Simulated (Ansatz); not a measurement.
Relaxed AlCo (CsCl type):

```yaml
crystal:
  lattice:
    - [2.85208, 0.00000, 0.00000]
    - [0.00000, 2.85208, 0.00000]
    - [0.00000, 0.00000, 2.85208]
  atoms:
    - { symbol: Al, position: [0.00000, 0.00000, 0.00000] }
    - { symbol: Co, position: [0.50000, 0.50000, 0.50000] }
```

In this cell atom 2 (Co, nearest neighbour Al at 2.470 Å; its periodic images, 2.9 Å or more away, move with it) is moved by s along Cartesian x, unit vector (1.000, 0.000, 0.000); all other atoms and the cell stay fixed.

Method: PBE (plane waves to 420 eV, PAW, scalar-relativistic; Ansatz, an electronic-structure program). k mesh 13×13×13 (Γ-centred), Fermi-Dirac smearing 0.05 eV. E stands for the smeared free energy. With partly filled bands, energies and forces of such displacements shift with the k mesh and the smearing. AlCo is run without spin polarisation. AlCo was relaxed with its symmetry unable to fall. ΔE is measured from the undisplaced structure. The last digit holds for this mesh only.

```json
[
 {"s (Å)": "-0.740", "ΔE (meV/cell)": "1870.0"},
 {"s (Å)": "-0.592", "ΔE (meV/cell)": "1237.2"},
 {"s (Å)": "-0.444", "ΔE (meV/cell)": "707.5"},
 {"s (Å)": "-0.296", "ΔE (meV/cell)": "316.6"},
 {"s (Å)": "-0.148", "ΔE (meV/cell)": "withheld"},
 {"s (Å)": "0.000", "ΔE (meV/cell)": "0.0"},
 {"s (Å)": "0.148", "ΔE (meV/cell)": "withheld"},
 {"s (Å)": "0.296", "ΔE (meV/cell)": "316.6"},
 {"s (Å)": "0.444", "ΔE (meV/cell)": "707.5"},
 {"s (Å)": "0.592", "ΔE (meV/cell)": "1237.2"},
 {"s (Å)": "0.740", "ΔE (meV/cell)": "1870.0"}
]
```

**Question.** Fit an even polynomial form (powers 2, 4, 6) to the given rows and predict ΔE at s = -0.148.

**Answer.** Least squares on the 9 given rows: ΔE = (3624)·s² + (-64.09)·s⁴ + (-580.0)·s⁶, in meV/cell with s in Å; root-mean-square residual 0.03 meV/cell. At -0.148 the fit gives 79.3 meV/cell; the calculation gives 79.3 meV/cell, the same to the digits shown. The quadratic term alone would give 79.4 meV/cell.

(A displaced cell: forces are minus the slopes of the energy, force constants its curvatures, and phonons follow from these.)
